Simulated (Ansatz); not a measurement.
Ansatz run, NaNbHg2

Input file of Ansatz 0.2.0:

```yaml
crystal:
  lattice:
    - [1.765666, 3.058219, 0.0]
    - [-1.765666, 3.058219, 0.0]
    - [0.0, 0.0, 15.6106]
  atoms:
    - { symbol: Hg, position: [0.3333, 0.3334, 0.141] }
    - { symbol: Hg, position: [0.6666, 0.6667, 0.641] }
    - { symbol: Hg, position: [0.3333, 0.3334, 0.359] }
    - { symbol: Hg, position: [0.6667, 0.6667, 0.859] }
    - { symbol: Nb, position: [0.0, 0.0, 0.25] }
    - { symbol: Nb, position: [0.0, 0.0, 0.75] }
    - { symbol: Na, position: [0.0, 0.0, 0.0] }
    - { symbol: Na, position: [0.0, 0.0, 0.5] }
  symmetry: { tolerance: 0.0003 }
kpoints:
  mp_grid: { grid: [11, 11, 3], shift: [0, 0, 0] }
  band_path:
    path:
      - [0.0, 0.0, 0.0]
      - [0.49999965, -3.5e-07, 0.0]
      - [0.66666632, 0.33333299, 0.0]
      - [0.0, 0.0, 0.0]
      - [0.0, 0.0, 0.5]
      - [0.49999965, -3.5e-07, 0.5]
      - [0.66666632, 0.33333299, 0.5]
      - [0.0, 0.0, 0.5]
      - [0.49999965, -3.5e-07, 0.5]
      - [0.49999965, -3.5e-07, 0.0]
      - [0.66666632, 0.33333299, 0.5]
    npoints: 6
magnetization:
  spin_polarized: false
scf:
  occupations: { method: fermi_dirac }
  lower_state_search: "off"
  max_iter: 200
hamiltonian:
  pseudopotentials: { kind: paw }
  xc: r2scan
basis:
  ecutwfc: 500
  fft_grid_basis: typed
output:
  forces: true
  stress: true
  eigenvalues: true
  bader: true
  populations: true
  elf: true
  write_potential: true
  volumetric_format: npy
  dos:
    e_range: [-12, 8]
    de: 0.05
    projected: { site_lists: { Hg: [Hg], Na: [Na], Nb: [Nb] } }
checkpoint:
  read: saved_state
```

The run starts from an earlier solution of this cell. 

Excerpt of what it printed:

```
Warning: the atoms were moved onto the symmetric positions of the space group found under crystal.symmetry.tolerance 3.0e-4 (fractional; no operation is sought that the atoms, as they stand in a round, miss by more than twice it, and no atom is moved by as much as it), and the run uses the moved positions.
Pseudopotentials: kind: paw
Pseudopotential: Hg, paw, valence charge 20, recommended cutoff 500 eV (meta_gga), Hg.paw.azcp
Pseudopotential: Nb, paw, valence charge 13, recommended cutoff 500 eV (meta_gga), Nb.paw.azcp
Pseudopotential: Na, paw, valence charge 9, recommended cutoff 500 eV (meta_gga), Na.paw.azcp
Functional definition: r2SCAN
  exchange = r2scan_x(k0 = k0, k1 = k1, a1 = a1)
  correlation = r2scan_c
Crystal: 8 atoms, lattice volume = 168.588 Å³
Basis set: ecut = 500 eV, 4293 PW (Γ), exchange–correlation on 108×108×480 points (64 copies of the dense FFT grid, shifted against one another)
Bands: 75, of which v1, the nominal top of the filled ones, is band 62 counted from 1 (61 counted from 0)
Symmetry: 24 space group operations
Space group: P63/mmc (ITA 194), of the structure as read, at distance tolerance 1.7e-3 Å
k-points: 32 of 363
Initial density: read from a saved state, or passed on in memory by an earlier SCF of this step, an earlier step, the calling program or the single point that the run made first
Functional: x = r2scan, c = r2scan; τ floored in thin density (d = 2e-4 eV/Å³)
SCF iter   1: F=-67411.0982 eV  Δρ=1.04e-3  dr2=2.04e-3  dr2_τ=2.87e-3
SCF iter   2: F=-67411.1000 eV  Δρ=5.64e-4  dr2=6.52e-4  dr2_τ=7.01e-5
SCF iter   3: F=-67411.1004 eV  Δρ=1.41e-4  dr2=3.43e-5  dr2_τ=7.63e-6
SCF iter   4: F=-67411.1005 eV  Δρ=3.36e-5  dr2=2.06e-6  dr2_τ=2.38e-7
SCF iter   5: F=-67411.1005 eV  Δρ=1.34e-5  dr2=2.84e-7  dr2_τ=3.81e-8
SCF iter   6: F=-67411.1005 eV  Δρ=3.40e-6  dr2=5.38e-8  dr2_τ=2.17e-9
Free energy (F): -67411.1005 eV
Harris-Foulkes:  -67411.1005 eV  (|F-HF|=1.24e-8)
Internal energy: -67410.9352 eV  (E = F + TS)
E sigma→0 (E₀):  -67411.0179 eV
Entropy (-TS):   -0.1653 eV (-20.667 meV/atom)
Fermi energy:    13.7748 eV
--- Forces (eV/Å), atoms counted from 1 ---
  atom   1  Hg     0.0000     0.0000    -2.3119
  atom   2  Hg     0.0000     0.0000    -2.3119
  atom   3  Hg     0.0000     0.0000     2.3119
  atom   4  Hg     0.0000     0.0000     2.3119
  atom   5  Nb     0.0000     0.0000     0.0000
  atom   6  Nb     0.0000     0.0000     0.0000
  atom   7  Na     0.0000     0.0000     0.0000
  atom   8  Na     0.0000     0.0000     0.0000
--- Stress (GPa, compression-positive) ---
        8.9560       0.0000       0.0000
        0.0000       8.9560       0.0000
        0.0000       0.0000      21.6969
  P = ⅓ Tr σ = 13.2030 GPa (132.030 kbar)
--- Löwdin populations: 8 sites ---
  site symbol       q [e]
     0     Hg     19.2305
     1     Hg     19.2305
     2     Hg     19.2305
     3     Hg     19.2305
     4     Nb     13.8449
     5     Nb     13.8449
     6     Na      8.9120
     7     Na      8.9120
  spilling = 0.0126 (of n_electrons = 124.0000)
--- Bader charges: 8 sites ---
  site symbol  charge [e]  shift [e]
     0     Hg     -0.8981     0.0005
     1     Hg     -0.8981     0.0005
     2     Hg     -0.8981     0.0005
     3     Hg     -0.8981     0.0005
     4     Nb      1.0371     0.0009
     5     Nb      1.0370     0.0009
     6     Na      0.7591     0.0000
     7     Na      0.7591     0.0000
```

Origin: a known structure type with other elements, at an estimated volume, so it need not be a known compound. Caveats: atoms or cell far from equilibrium.
